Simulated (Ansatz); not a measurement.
TaAl:
```
TaAl
1.0
    0.00000     2.61558     2.61558
    2.61558     0.00000     2.61558
    2.61558     2.61558     0.00000
Ta Al
1 1
Direct
  0.00000   0.00000   0.00000
  0.50000   0.50000   0.50000
```

Relaxed with PBEsol in the plane-wave PAW code Ansatz. Indices refer to the conventional cell of Fm-3m, a = 5.231 Å, b = 5.231 Å, c = 5.231 Å, α = 90.00°, β = 90.00°, γ = 90.00°.

### Question
Simulate the powder diffraction pattern (neutron, λ = 1.5401 Å; lines above 1 %) up to 2θ = 90°.

### Answer
Simulated powder pattern, neutron, λ = 1.5401 Å (kinematic, ideal powder, no thermal factors, coherent scattering alone; the 30 strongest lines at most, above 1 %, up to 2θ = 90°):

```
2θ (°)  d (Å)  I/Imax (%)    hkl
------  -----  ----------  -----
29.54   3.020          19  (111)
34.24   2.616          95  (200)
49.21   1.849         100  (220)
58.45   1.577          17  (311)
61.32   1.510          47  (222)
72.15   1.308          28  (400)
79.83   1.200          11  (331)
82.34   1.170          97  (420)
```

The start of the workflow was typed in or built on a structure type; neither database checked (COD, Materials Project) lists it. Whether it is the stable phase at ambient conditions was not checked. Symmetry was held in the PBEsol relaxation. At this level the phase is mechanically unstable. The run is not spin-polarised. Its formation energy is positive at this level, so the cell may be metastable or incomplete. Scalar-relativistic: spin–orbit coupling is off unless named, which matters more the heavier the elements.

Potentials: the earlier of the program's two PAW sets.
